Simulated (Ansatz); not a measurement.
Below is a relaxed structure of Al5N. The cell was found from a structure generator's guess, not taken from experiment.

Theory: Ansatz 0.2.0, DFT PBE, scalar-relativistic, plane waves, PAW. Cutoff 420 eV, Γ-centred mesh, Gaussian smearing, no spin polarisation.

```xyz
6
Lattice="2.7216 1.5713 4.2609 -2.7216 1.5713 4.2609 0.0000 -3.1427 4.2609" Properties=species:S:1:pos:R:3 pbc="T T T"
Al   -1.3819    0.7979    6.5446
Al    0.0000   -1.5957    6.5446
Al    1.3819    0.7979    6.5446
Al    0.0000    0.0000    9.5733
Al    0.0000    0.0000    4.4648
N     0.0000    0.0000    7.6541
```

The zero of energy is the elements' standard structures at the same level (N₂ as a molecule); no fitted shifts are applied.

Task: Find its symmetry and describe it.

Result: R3m (No. 160). Conventional cell: a = 5.443 Å, c = 12.783 Å. Al on a site of symmetry m has 1 N at 1.94 Å and 6 Al at 2.62–2.76 Å; Al on a site of symmetry 3m has 1 N at 1.92 Å, 6 Al at 2.99 Å and 6 Al at 3.25–3.42 Å; Al on a second site of symmetry 3m has 6 Al at 2.62–2.67 Å, 4 N at 3.19–3.32 Å and 3 Al at 3.25 Å; N has 4 Al at 1.92–1.94 Å, 1 Al at 3.19 Å and 3 Al at 3.32 Å.

Task: What is its formation energy per atom?

Result: +0.02 eV/atom. The formation energy is too near zero to say whether this cell lies below the elements.

Task: Is it a metal?

Result: Yes, bands cross the Fermi level on the 12×12×12 mesh.

The last run used a 12×12×12 mesh for its 6-atom cell and Gaussian smearing of 0.10 eV. The k mesh leaves some 4 meV/atom of noise in the energy of each metallic cell. Symmetry constrained the relaxation, so the result can be a saddle point. Another cell of Al5N relaxed alike, in P1, lies 72 meV/atom lower, so this cell isn't the stable form at this level.
